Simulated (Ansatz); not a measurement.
C: changing the pressure

The cell as given:

```
C
1.0
     0.00000    1.78337    1.78337
     1.78337    0.00000    1.78337
     1.78337    1.78337    0.00000
C
2
Direct
  0.75000 0.75000 0.75000
  0.50000 0.50000 0.50000
```

Kept alike: task relaxation of cell and atoms; functional PBEsol; k mesh 13 × 13 × 13; occupations fermi-dirac, width 0.05 eV; no spin polarisation. Program: Ansatz, all-electron LAPW, scalar-relativistic. The mesh is that of the run's cell of 2 atoms. No spin-orbit coupling.

```csv
"pressure, P (GPa)",volume (Å³/atom)
0,5.610
5,5.550
10,5.492
20,?
30,5.286
```

The relaxations keep at least the cell's symmetry (Fd-3m). The runs follow the start's structure, whether or not it is the stable one at these pressures. P is the pressure aimed at, which the runs meet within some hundredths to tenths of a GPa.

Task: Fit the rows shown and predict the run at 20 GPa.

Result: Murnaghan's form V = V0 (1 + B′P/B0)^(-1/B′) through the rows shown has V0 = 5.6101, B0 = 453.4 GPa and B′ = 3.5 (largest miss 0.0003); at P = 20 it gives 5.385 Å³/atom. The run gave: volume 5.384 Å³/atom.
